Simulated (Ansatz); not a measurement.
Here is the system:

GaBi:
```xyz
4
Lattice="4.3452 0.0000 0.0000 0.0000 4.3452 0.0000 0.0000 0.0000 7.5516" Properties=species:S:1:pos:R:3 pbc="T T T"
Ga     0.0000     2.1726     0.0000
Ga     2.1726     0.0000     3.7758
Bi     0.0000     0.0000     1.8879
Bi     0.0000     0.0000     5.6637
```

This is the PBE-relaxed structure.

All from plane-wave PAW PBE (Ansatz code), unless another level is named. Estimate the formation energy from the elements (no fitted shifts).

0.34 eV/atom.

And the density of states at the Fermi level?

0.54 states/eV per atom (mean over ±0.08 eV).

Space group P4_2/mmc. A made-up cell: these elements were put on the sites of a structure type; neither database checked (COD, Materials Project) lists it. Its standing as an ambient phase is unchecked. The cell was relaxed with PBE under the symmetry of its start; whether a distortion lowers the energy is not shown. The references are the lowest solids computed at this level, not always the standard phases. Scalar-relativistic: spin–orbit coupling is off unless named, which matters more the heavier the elements.

Potentials: the later of the program's two PAW sets.
